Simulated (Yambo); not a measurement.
BaAlGeH is modelled in the trigonal space group P3m1 (No. 156), Pearson symbol hP4. Lattice parameters: a = b = 4.3302 Å, c = 5.0810 Å, α = β = 90.00°, γ = 120.00°. H on 1a sees 1 Al at 1.741 Å and 3 Ba at 2.572 Å (tetrahedral). Al on 1a is surrounded by 1 H at 1.741 Å and 3 Ge at 2.536 Å and 3 Ba at 3.427 Å and 3 Ba at 3.707 Å. Ge on 1c is surrounded by 3 Al at 2.536 Å and 3 Ba at 3.403 Å and 3 Ba at 3.733 Å. Ba on 1b sees 3 H at 2.572 Å and 3 Ge at 3.403 Å and 3 Ge at 3.733 Å and 3 Al at 3.427 Å and 3 Al at 3.707 Å. (Neighbours: up to the widest gap in distance over summed covalent radii, below 1.35, at either atom; cation-cation contacts left out.)

BaAlGeH (space group P3m1, No. 156) under isotropic strain (on all lattice vectors), counted from the cell relaxed with PBEsol, atoms relaxed at each step. norm-conserving PBEsol (Quantum ESPRESSO, 78 Ry, scalar-relativistic); G0W0 in Yambo (3×3×2 Γ-centred k mesh, 158 bands and a 8 Ry block in the screening, 158 bands in G with the Bruneval-Gonze terminator, plasmon pole fitted at 27.2 eV).

Unstrained, the direct gap at A is 1.34 eV in PBEsol and 1.80 eV in G0W0.

Task: How fast does it move with strain?

Result: Between -0.7 % and +1 % the direct gap at A has a volume deformation potential dE/dlnV of -5.8 eV in G0W0 and -5.0 eV in PBEsol. (G0W0: 1.924 eV at -0.7 %, 1.630 eV at +1 %; Δ ln V = 3 ln(1.01/0.993) = 0.0509.) Convergence of the GW settings isn't established. Spin-orbit splittings are left out.

The standard potential for Ge keeps a d shell in the valence without the s and p states of that shell. In tests on such compounds this moved G0W0 gaps by up to about 0.9 eV, so absolute quasiparticle energies here are unreliable; differences between settings are what counts.
